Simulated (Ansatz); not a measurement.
Input:

SrO:
```
CELL_PARAMETERS angstrom
      3.47768     0.00000     0.00000
     -1.73884     3.01176     0.00000
      0.00000     0.00000     6.08602
ATOMIC_POSITIONS crystal
  Sr 0.33333 0.66667 0.25000
  Sr 0.66667 0.33333 0.75000
  O  0.00000 0.00000 0.00000
  O  0.00000 0.00000 0.50000
```

This is the LDA-relaxed structure. x, y and z are the axes in which the lattice vectors are written.

Q: All from DFT-LDA in the program Ansatz with PAW potentials, unless another level is named. Give the bulk modulus (Birch–Murnaghan fit).

A: 99.6 GPa.

Q: Next, the elastic constants (relaxed ions, GPa)?

A: C11 = 166, C12 = 76.8, C13 = 42.2, C33 = 252, C44 = 44.8.

Space group P6_3/mmc (NiAs type). The first step of the workflow began from a Materials Project structure, measured or hypothetical; the Crystallography Open Database copy checked does not list it. It is not the phase usual at ambient conditions (space group No. 225). The cell was relaxed with LDA under the symmetry of its start; whether a distortion lowers the energy is not shown.

Potentials: the later of the program's two PAW sets.
